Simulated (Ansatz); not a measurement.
Mg2H6Ru in space group Fm-3m (No. 225; Mg on 8c, H on 24e, Ru on 4a), DFT-LDA in the program Ansatz with PAW potentials. The conduction-band minimum lies on the Γ–X line, 89 % of the way from Γ, with 6 equivalent valleys. Second derivatives d²E/dk² of the lowest band at one valley (eV·Å²), along Cartesian directions:

```tsv
direction	d²E/dk²
[100]	1.481
[010]	16.21
[001]	16.21
[110]	8.843
[101]	8.843
[011]	16.20
```

### Question
Find the principal effective masses, the density-of-states mass and the conductivity mass.

### Answer
Off-diagonal terms follow from H_xy = H[110] − (H_xx + H_yy)/2, and m*/mₑ = 7.620 eV·Å² over each eigenvalue: 0.47, 0.47, 5.1. One valley's DOS mass (m₁m₂m₃)^(1/3) = 1.0, conductivity mass 3/(Σ 1/mᵢ) = 0.67 mₑ.

### Question
What effective density of states Nc follows at 300 K for parabolic valleys?

### Answer
Nc = 2.509e19 × 6 × (1.0)^(3/2) ≈ 1.5e20 cm⁻³.

### Question
With the computed static dielectric constant 17.1 (mean of the diagonal), estimate a hydrogenic donor's binding energy and radius.

### Answer
E = 13.606 eV × 0.67/17.1² ≈ 31 meV; a = 0.529 Å × ε/m* ≈ 14 Å. Semilocal masses tend to be too small where the gap is.

The first step of the workflow began from a Materials Project structure, measured or hypothetical; the Crystallography Open Database copy checked does not list it. Whether it is the stable phase at ambient conditions was not checked. Symmetry was held in the LDA relaxation; phonons on a q-mesh show no instability. No spin polarisation was allowed. Scalar-relativistic: spin–orbit coupling is off unless named, which matters more the heavier the elements.

Potentials: the later of the program's two PAW sets.
